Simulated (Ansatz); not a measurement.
Here is the system:

MoS2:
```cif
data_MoS2
_chemical_formula_sum 'Mo1 S2'
_space_group_name_H-M_alt 'P 1'
_space_group_IT_number 1
_cell_length_a 6.25707
_cell_length_b 6.25707
_cell_length_c 6.25707
_cell_angle_alpha 28.934
_cell_angle_beta 28.934
_cell_angle_gamma 28.934
loop_
_space_group_symop_operation_xyz
  'x, y, z'
loop_
_atom_site_label
_atom_site_type_symbol
_atom_site_fract_x
_atom_site_fract_y
_atom_site_fract_z
_atom_site_occupancy
Mo1 Mo 0.99976 0.99976 0.99976 1
S1 S 0.41948 0.41948 0.41948 1
S2 S 0.24678 0.24678 0.24678 1
```

This is the LDA-relaxed structure.

Problem. All from DFT-LDA in the program Ansatz with PAW potentials, unless another level is named. Give the formation energy from the elements (no fitted shifts).

Solution. -1.01 eV/atom.

Problem. Next, the smallest direct gap on the standard path?

Solution. 1.84 eV.

Problem. Next, the band gap?

Solution. 0.70 eV (indirect).

Problem. Next, the hole effective mass?

Solution. 0.62, 0.62, 0.93 mₑ (principal values).

Problem. Predict the weight of the valence-edge state by species (Voronoi cells).

Solution. Mo 56 %, S 44 %.

Space group R3m. The cell was relaxed with LDA under the symmetry of its start; of distortions, only those at the zone centre were tested. The run is not spin-polarised. A crystal of weakly bound layers computed without a dispersion correction: the cell and the soft elastic constants depend strongly on that. The references are the lowest solids computed at this level, not always the standard phases. Scalar-relativistic: spin–orbit coupling is off unless named, which matters more the heavier the elements.

Potentials: the earlier of the program's two PAW sets.
